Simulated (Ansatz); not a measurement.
Rigid (100) slab of NiO, space group Fm-3m (No. 225):

```
CELL_PARAMETERS angstrom
2.91053 0.00000 0.00000
0.00000 2.91053 0.00000
0.00000 0.00000 23.17417
ATOMIC_POSITIONS crystal
Ni 0.50000 0.50000 0.36679
O 0.00000 0.00000 0.36679
Ni 0.00000 0.00000 0.45560
O 0.50000 0.50000 0.45560
Ni 0.50000 0.50000 0.54577
O 0.00000 0.00000 0.53879
Ni 0.00000 0.00000 0.63571
O 0.50000 0.50000 0.63163
```

All numbers below come from DFT PBEsol, scalar-relativistic, plane waves, PAW (Ansatz 0.2.0). Cutoff 420 eV; k points 10×10×1 on the computed 9-atom cell (Γ-centred); Gaussian smearing, width 0.10 eV; collinear spin from starting moments 1.31 0 -0.47 0 -1.27 -0.14 1.12 0 1 μB. The cell repeats along c with a dipole correction in the vacuum.

An adatom of F is held over the places (i/3, j/3) of the 1×1 surface cell, counted from the highest atom (Ni), and only its height relaxes; one adatom per 8.5 Å². This grid misses the bridge places.

(1) What is the energy landscape, counted from the lowest point of this grid?

Semilocal functionals without U can misjudge the magnetic state of such a slab.

## Answers

(1) Energies in eV:

```csv
i,j=0,j=1,j=2
0,0.00,0.61,0.61
1,0.61,1.23,1.23
2,0.61,1.23,1.23
```

Heights over the highest slab atom in Å:

```csv
i,j=0,j=1,j=2
0,1.71,1.60,1.60
1,1.60,1.73,1.73
2,1.60,1.73,1.73
```